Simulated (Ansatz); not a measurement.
## Al: symmetry broken, then relaxed

Method: DFT PBEsol, scalar-relativistic, plane waves, PAW in Ansatz. The runs took a 420 eV cutoff, a Γ-centred 12×12×4 mesh and Gaussian smearing (0.15 eV). No spin polarisation. Energies are free energies at this smearing, counted from the undisturbed cell; pressure is positive in compression.

Reference structure (relaxed at this level; this form isn't the usual structure):

```
Al
1.0
     2.83628    0.00000    0.00000
    -1.41814    2.45629    0.00000
     0.00000    0.00000    9.32215
Al
4
Direct
  0.00000 0.00000 0.00000
  0.33333 0.66667 0.25000
  0.00000 0.00000 0.50000
  0.66667 0.33333 0.75000
```

The atoms are displaced (Å, in the unstrained cell):

```
atom ux uy uz
 Al1   0.017   0.015  -0.007
 Al2  -0.008  -0.005   0.010
 Al3  -0.014  -0.005  -0.006
 Al4   0.005  -0.005   0.003
```

The cell is strained by (0.0000, -0.1145, 0.1145, 0.0142, -0.0103, -0.0798) (xx, yy, zz, yz, xz, xy; engineering shear). The atoms are then relaxed in that fixed cell.

**Question.** How much of the energy do the atoms recover?

**Answer.** The disturbance cost 157.5 meV/atom, and 156.9 meV/atom remain in the strained cell. The final space group reads P-1 (tolerance 0.05 Å).

Final structure:

```
Al
1.0
     2.83634   -0.11322   -0.01464
    -1.51622    2.23165    0.02478
    -0.04813    0.06626   10.38939
Al
4
Direct
  0.00084 0.00039 0.00001
  0.34253 0.65686 0.24937
  0.99924 0.99974 0.50001
  0.65738 0.34302 0.75061
```

The relaxation, step by step (energy from the first step):

```tsv
step	ΔE (meV/atom)	largest force component (eV/Å)	pressure (GPa)
1	0.0	0.057	n/a
2	-0.4	0.033	n/a
3	-0.5	0.001	n/a
```

Cost: 3 runs of about 0.84 core-minutes in all, on Intel Xeon 6975P-C (Granite Rapids) (shared hosts).